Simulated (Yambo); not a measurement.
Yambo run on TiO$_{2}$ (space group Pnma, No. 62). The wavefunctions come from this Quantum ESPRESSO step (PBEsol, PseudoDojo standard norm-conserving files, scalar-relativistic):

```
&CONTROL
  calculation = 'nscf'
  pseudo_dir = './pseudo'
  outdir = './out'
/
&SYSTEM
  ibrav = 0
  nat = 12
  ntyp = 2
  ecutwfc = 84.0
  ecutrho = 336.0
  occupations = 'fixed'
  force_symmorphic = .true.
  nbnd = 277
/
&ELECTRONS
  conv_thr = 1.2000000000000002e-08
  diago_full_acc = .true.
  diago_thr_init = 1e-08
/
ATOMIC_SPECIES
O 15.9990 O.upf
Ti 47.8670 Ti.upf
CELL_PARAMETERS angstrom
  9.459630000000   0.000000000000   0.000000000000
  0.000000000000   2.966240000000   0.000000000000
  0.000000000000   0.000000000000   4.880600000000
ATOMIC_POSITIONS crystal
O   0.471040000000   0.250000000000   0.294370000000
O   0.528960000000   0.750000000000   0.705630000000
O   0.028960000000   0.750000000000   0.794370000000
O   0.971040000000   0.250000000000   0.205630000000
O   0.267760000000   0.250000000000   0.636620000000
O   0.732240000000   0.750000000000   0.363380000000
O   0.232240000000   0.750000000000   0.136620000000
O   0.767760000000   0.250000000000   0.863380000000
Ti   0.636790000000   0.250000000000   0.571410000000
Ti   0.363210000000   0.750000000000   0.428590000000
Ti   0.863210000000   0.750000000000   0.071410000000
Ti   0.136790000000   0.250000000000   0.928590000000
K_POINTS automatic
1 4 2 0 0 0
```

Yambo input:

```
rim_cut
gw0
dyson
el_el_corr
HF_and_locXC
ppa
em1d
RandQpts= 1000000
RandGvec= 1 Ry
EXXRLvcs= 84 Ry
VXCRLvcs= 336 Ry
Chimod= "HARTREE"
% BndsRnXp
 5 | 276 |
%
NGsBlkXp= 8 Ry
% LongDrXp
 1.0 | 1.0 | 1.0 |
%
PPAPntXp= 27.2114 eV
% GbndRnge
 1 | 276 |
%
GTermKind= "BG"
DysSolver= "n"
ExtendOut
% QPkrange
 1 | 1 | 48 | 49 |
 2 | 2 | 48 | 49 |
 3 | 3 | 48 | 49 |
 5 | 5 | 48 | 49 |
 6 | 6 | 48 | 49 |
%
```

k points by index: 1 = Γ, 2 = (0, 0, -0.5), 3 = (0, 0.25, 0), 5 = (0, -0.5, 0), 6 = (0, -0.5, -0.5).

Resulting energies as the program prints them:

```
#    K-point    Band    Eo [eV]    E [eV]    E-Eo [eV]    Vxc [eV]    Vnlxc [eV]    Sc|Eo [eV]    Sc|E [eV]    dSc/dw|Eo [eV]    Re(Z)    Im(Z)
#
    1    48    0.000000    -0.208417    -0.208417    -20.07141    -24.63518    4.291509    4.355355    -8.331351    0.765594    -0.001327
    1    49    2.649337    4.032114    1.382777    -20.23482    -12.26399    -6.173683    -6.588049    -8.153134    0.769451    -0.001587
    2    48    -0.638164    -0.944196    -0.306032    -19.56356    -24.35696    4.395655    4.487370    -8.151819    0.769481    -0.001318
    2    49    2.893255    4.238708    1.345453    -20.14802    -12.55905    -5.839118    -6.243519    -8.177775    0.768915    -0.001656
    3    48    -0.217908    -0.462461    -0.244552    -19.90101    -24.67519    4.454843    4.529622    -8.316674    0.765910    -0.001316
    3    49    2.527472    3.851338    1.323866    -19.74664    -11.84700    -6.185280    -6.575778    -8.025402    0.772241    -0.001545
    5    48    -0.998012    -1.331904    -0.333892    -19.00472    -24.03840    4.596025    4.699782    -8.452622    0.762990    -0.001382
    5    49    2.886017    4.279945    1.393928    -20.41748    -12.25705    -6.343648    -6.766506    -8.253612    0.767271    -0.001629
    6    48    -0.658188    -0.942434    -0.284246    -19.96918    -24.83381    4.493538    4.580385    -8.310444    0.766044    -0.001357
    6    49    2.991674    4.259194    1.267520    -19.78705    -12.48141    -5.659672    -6.038111    -8.123229    0.770102    -0.001665
```
(The two width columns are left out.) Convergence of these settings isn't established.

Geometry of the Materials Project entry, not relaxed at this level.

This is not the ordinary phase of the substance.
